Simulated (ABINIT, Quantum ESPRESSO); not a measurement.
Given: the input of a run of ABINIT 10.8.3 (patched build) on BPd4. The cell comes from a database or a generator and needn't be the stable form of this composition.

The input run.abi:

```
# Pseudopotentials
pp_dirpath "./"
pseudos "Pd.GGA_PBE-JTH.xml, B.GGA_PBE-JTH.xml"

# Structure
structure "poscar:POSCAR"
natom 5
chkprim 0
chksymtnons 0
tolsym 1.0e-6

# Plane-wave basis
ecut 22.0
pawecutdg 44.0
pawxcdev 0
pawovlp 30

# k points
kptopt 1
ngkpt 9 6 5
nshiftk 1
shiftk 0.0 0.0 0.0

# Exchange and correlation
ixc 11

# Bands and occupations
nband 45
occopt 3
tsmear 0.00183747

# SCF cycle
nstep 100
tolvrs 1.0e-9

# Output
iomode 3
prtwf 0
prteig 0
prtebands 0
enunit 2
prtden 1
prtvha 1
prtvclmb 1
prtpot 1
```

POSCAR

```
BPd4
1.0
    2.8920299704      0.0000000000      0.0000000000
    0.0000000000      4.3650077954      0.0000000000
    0.0000000000      0.0000000000      5.8563150000
Pd B
4 1
Direct
    0.5000000000      0.0000000000      0.1975780000  Pd
    0.0000000000      0.0000000000      0.6194700000  Pd
    0.0000000000      0.5000000000      0.3291640000  Pd
    0.5000000000      0.5000000000      0.8675610000  Pd
    0.5000000000      0.0000000000      0.8632270000  B
```

Potentials or basis: JTH PAW PBE v2.0.

Run with:

```bash
$ abinit run.abi > log 2>&1
```

Set up the same calculation for Quantum ESPRESSO 7.5. Potentials or basis there: SSSP 1.3 efficiency PBE, cutoff 816 eV.

As run (cutoffs and basis follow the program's own potentials, and thresholds, step limits or extra output files can differ):

Contents of pw.in:

```
&CONTROL
  calculation = 'scf'
  prefix = 'pwscf'
  outdir = './tmp'
  pseudo_dir = './pseudo'
  tprnfor = .true.
  tstress = .true.
  disk_io = 'nowf'
/
&SYSTEM
  ibrav = 0
  nat = 5
  ntyp = 2
  ecutwfc = 60
  ecutrho = 440
  nbnd = 49
  occupations = 'smearing'
  smearing = 'fd'
  degauss = 0.00367493
/
&ELECTRONS
  conv_thr = 1d-09
  electron_maxstep = 120
  mixing_beta = 0.5
/
ATOMIC_SPECIES
Pd   106.4200 Pd_ONCV_PBE-1.0.oncvpsp.upf
B     10.8100 b_pbe_v1.4.uspp.F.UPF
CELL_PARAMETERS angstrom
   2.8920299704    0.0000000000    0.0000000000
   0.0000000000    4.3650077954    0.0000000000
   0.0000000000    0.0000000000    5.8563150000
ATOMIC_POSITIONS crystal
Pd     0.5000000000    0.0000000000    0.1975780000
Pd     0.0000000000    0.0000000000    0.6194700000
Pd     0.0000000000    0.5000000000    0.3291640000
Pd     0.5000000000    0.5000000000    0.8675610000
B      0.5000000000    0.0000000000    0.8632270000
K_POINTS automatic
9 6 5 0 0 0
```

Potentials or basis: SSSP 1.3 efficiency PBE.

The run is started by

```sh
$ OMP_NUM_THREADS=1 pw.x -in pw.in > pw.out
```

Both were run:

|  | ABINIT | Quantum ESPRESSO |
| --- | --- | --- |
| Pressure | -1.3 GPa | -1.5 GPa |
| Largest force | 0.241 eV/Å | 0.284 eV/Å |

Pressure is positive in compression.
